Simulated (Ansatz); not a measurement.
Input file for Ansatz (a quantum-chemistry and plane-wave program):

Ansatz 0.2 input:
```yaml
crystal:
  lattice:
    - [2.1370275381, -5.9404897393, 0.0]
    - [2.1370275381, 5.9404897393, 0.0]
    - [0.0, 0.0, 4.7279766466]
  atoms:
    - { symbol: Tl, position: [0.3941236548, 0.6058763452, 0.75] }
    - { symbol: Tl, position: [0.6058763452, 0.3941236548, 0.25] }
    - { symbol: Br, position: [0.8615037183, 0.1384962817, 0.25] }
    - { symbol: Br, position: [0.1384962817, 0.8615037183, 0.75] }
kpoints:
  mp_grid: { grid: [6, 6, 5] }
basis: { xc_grid: 2 }
hamiltonian:
  xc: lda
  pseudopotentials: { kind: paw }
scf:
  occupations: { method: fixed }
output:
  optics: { e_range: [0.0, 15.0], de: 0.05, sigma: 0.1, bands: { spectra_wanted_up_to: 12 eV } }
```

Output (shortened):

```
output.optics: the spectra are integrated over the Brillouin zone by k·p interpolation around the k-points, where levels, occupations, output.optics.sigma and …
Pseudopotential: Tl, paw, valence charge 13
Pseudopotential: Br, paw, valence charge 7
Functional definition: SPW92
Crystal: 4 atoms, lattice volume = 120.043 Å³
Basis set: ecut = 420 eV, 2347 PW (Γ), exchange–correlation on 90×90×64 points (8 copies of the dense FFT grid, shifted against one another)
Bands: 24, of which v1, the nominal top of the filled ones, is band 20 counted from 1 (19 counted from 0)
Symmetry: 8 space group operations
Space group: Cmcm (ITA 63), of the structure as read, at distance tolerance 4.9e-5 Å
k-points: 39 of 180
SCF iter   1: F=—  HF=-27683.875908 eV  |F-HF|=—  |Δ(HF+E_count)|=         —  Δρ=4.67e-3  dr2=2.92e-2  ethr=1.77e-3  ⟨swp⟩=5.1  Hψ=3556  notcnv=0  defer=68
preconditioner: auto → Resta (q_TF=auto, 2.272 Å⁻¹)
SCF iter   2: F=—  HF=-27683.862743 eV  |F-HF|=—  |Δ(HF+E_count)|=   1.32e-2  Δρ=2.17e-3  dr2=5.76e-3  ethr=7.31e-5  ⟨swp⟩=2.1  Hψ=2033  notcnv=0  defer=77
SCF iter   3: F=—  HF=-27683.861089 eV  |F-HF|=—  |Δ(HF+E_count)|=   1.65e-3  Δρ=5.41e-4  dr2=3.22e-4  ethr=1.44e-5  ⟨swp⟩=2.7  Hψ=1697  notcnv=0  defer=77
SCF iter   4: F=—  HF=-27683.861038 eV  |F-HF|=—  |Δ(HF+E_count)|=   5.11e-5  Δρ=7.17e-5  dr2=4.99e-6  ethr=8.06e-7  ⟨swp⟩=2.3  Hψ=1688  notcnv=0  defer=62
SCF iter   5: F=—  HF=-27683.861041 eV  |F-HF|=—  |Δ(HF+E_count)|=   3.54e-6  Δρ=1.60e-5  dr2=2.90e-7  ethr=1.25e-8  ⟨swp⟩=2.7  Hψ=1566  notcnv=0  defer=4
SCF iter   6: F=—  HF=-27683.861041 eV  |F-HF|=—  |Δ(HF+E_count)|=   1.54e-7  Δρ=3.19e-6  dr2=1.72e-8  ethr=7.24e-10  ⟨swp⟩=2.1  Hψ=1328  notcnv=0
SCF iter   7: F=—  HF=-27683.861041 eV  |F-HF|=—  |Δ(HF+E_count)|=   5.25e-9  Δρ=8.03e-7  dr2=1.71e-9  ethr=4.29e-11  ⟨swp⟩=2.2  Hψ=1616  notcnv=0
SCF iter   8: F=—  HF=-27683.861041 eV  |F-HF|=—  |Δ(HF+E_count)|=  3.27e-10  Δρ=3.43e-7  dr2=1.07e-10  ethr=4.26e-12  ⟨swp⟩=2.2  Hψ=1638  notcnv=0
SCF iter   9: F=-27683.861041 eV  HF=-27683.861041 eV  |F-HF|=7.28e-12  |Δ(HF+E_count)|=  3.27e-11  Δρ=4.14e-8  dr2=3.55e-12  ethr=1.00e-12  ⟨swp⟩=5.4  Hψ=3787  notcnv=0
SCF 1 converged in 9 iterations: F = -27683.861041 eV  dr2 = 3.55e-12
NSCF: frozen V_eff on 39 k-points
Optics k sum: 0 of 39 k-points
Optics k sum: 2 of 39 k-points
Optics k sum: 4 of 39 k-points
Optics k sum: 6 of 39 k-points
Optics k sum: 8 of 39 k-points
Optics k sum: 10 of 39 k-points
Optics k sum: 12 of 39 k-points
Optics k sum: 14 of 39 k-points
Optics k sum: 16 of 39 k-points
Optics k sum: 18 of 39 k-points
Optics k sum: 20 of 39 k-points
Optics k sum: 22 of 39 k-points
Optics k sum: 24 of 39 k-points
Optics k sum: 26 of 39 k-points
Optics k sum: 28 of 39 k-points
Optics k sum: 30 of 39 k-points
Optics k sum: 32 of 39 k-points
Optics k sum: 34 of 39 k-points
Optics k sum: 36 of 39 k-points
Optics k sum: 38 of 39 k-points
Optics k sum: 39 of 39 k-points
Optics k sum: 0 of 39 k-points
Optics k sum: 2 of 39 k-points
Optics k sum: 4 of 39 k-points
Optics k sum: 6 of 39 k-points
Optics k sum: 8 of 39 k-points
Optics k sum: 10 of 39 k-points
Optics k sum: 12 of 39 k-points
Optics k sum: 14 of 39 k-points
Optics k sum: 16 of 39 k-points
Optics k sum: 18 of 39 k-points
Optics k sum: 20 of 39 k-points
Optics k sum: 22 of 39 k-points
Optics k sum: 24 of 39 k-points
Optics k sum: 26 of 39 k-points
Optics k sum: 28 of 39 k-points
Optics k sum: 30 of 39 k-points
Optics k sum: 32 of 39 k-points
Optics k sum: 34 of 39 k-points
Optics k sum: 36 of 39 k-points
Optics k sum: 38 of 39 k-points
Optics k sum: 39 of 39 k-points
NSCF: frozen V_eff on 1 k-points
NSCF: frozen V_eff on 1 k-points
NSCF: frozen V_eff on 1 k-points
NSCF: frozen V_eff on 1 k-points
NSCF: frozen V_eff on 1 k-points
output.optics: what the bands over the 53 summed would add to eps1, eps2 and the energy-loss function is held between a lower and an upper bound (8 Lanczos …
SCF converged after 9 iterations
Free energy (F): -27683.861041 eV
Harris-Foulkes:  -27683.861041 eV  (|F-HF|=7.28e-12)
Internal energy: -27683.861041 eV  (E = F + TS)
E sigma→0 (E₀):  -27683.861041 eV
Fermi energy:    5.589150 eV
--- Per-component energies (eV) ---
  E_band       = -76.358876
  E_kinetic    = 932.176768
  E_local      = -2454.235260  (includes V_loc(G=0)·N_el)
  E_nonlocal   = 787.672158
  E_hartree    = 861.543523
  E_xc         = -981.207975
  E_vxc        = -496.645510  (∫ρ·V_xc dr)
  E_paw        = -24054.099540  (= ΣΔE_a)
  E_vpaw       = -568.414204  (= ΣTr[D̂ρ^β])
  E_aug_tail   = 0.000062  (compensation charges beyond the density's cutoff)
  E_ewald      = -2775.840678
  E_core_change = 0.129901  (= ΣΔE_core)
  E_smearing   =  0.000000  (= −TS)
  E_closure    =  0.000000  (closes the sum)
  Σ components = -27683.861041   (vs F -27683.861041, Δ=0.00e0)
  [band-id]    e_kinetic+e_local+e_nonlocal+2·e_hartree+e_vxc+e_vpaw+e_augmentation_tail = -76.358939   (vs E_band -76.358876, Δ=-6.25e-5)
--- Band table (eV; the first three rows and the last of 39) ---
  k-point 0: bands = ["-8.8053", "-8.4224", "-4.6386", "-4.5539", "-4.4614", "-4.4532", "-4.4379", "-4.3852", "-4.3796", "-4.3680", "-4.3351", "-4.2378", "0.5317", "1.6795", "2.0602", "2.5750", "3.5768", "3.6841", "3.7405", "4.3559", "10.2348", "10.7364", "11.0566", "11.2163"]
  k-point 1: bands = ["-8.7412", "-8.4271", "-4.6235", "-4.5510", "-4.4817", "-4.4625", "-4.4446", "-4.3759", "-4.3745", "-4.3625", "-4.3572", "-4.2755", "0.3471", "0.8406", "2.1120", "3.3587", "3.7180", "3.8207", "4.2373", "4.4666", "9.3892", "10.4160", "10.5588", "11.0609"]
  k-point 2: bands = ["-8.5964", "-8.4736", "-4.5847", "-4.5546", "-4.5105", "-4.5009", "-4.4099", "-4.3955", "-4.3901", "-4.3587", "-4.3515", "-4.3493", "0.0616", "0.1646", "2.5484", "3.1810", "3.9906", "4.0425", "5.0742", "5.2404", "8.3908", "9.0683", "9.9689", "10.2603"]
  k-point 38: bands = ["-8.5192", "-8.4955", "-4.5936", "-4.5528", "-4.4878", "-4.4747", "-4.4721", "-4.4010", "-4.3997", "-4.3876", "-4.3698", "-4.3658", "-0.4950", "-0.1767", "3.7885", "4.0027", "4.0968", "4.1810", "5.0181", "5.5891", "7.2664", "8.1992", "10.5825", "10.6672"]
```

Cost: around 2.2 core-minutes (rough) on shared cores.

The first step of the workflow began from a Materials Project structure, measured or hypothetical; the Crystallography Open Database copy checked does not list it. COD files the formula under space group No. 221, so this cell is another polymorph or a model. Its standing as an ambient phase is unchecked. Symmetry was held in the LDA relaxation; whether a distortion lowers the energy is not shown. A crystal of weakly bound molecules computed without a dispersion correction: the cell and the soft elastic constants depend strongly on that. Spin–orbit coupling is left out wherever it is not named.

Potentials: the later of the program's two PAW sets.

Ansatz is a plane-wave DFT program.
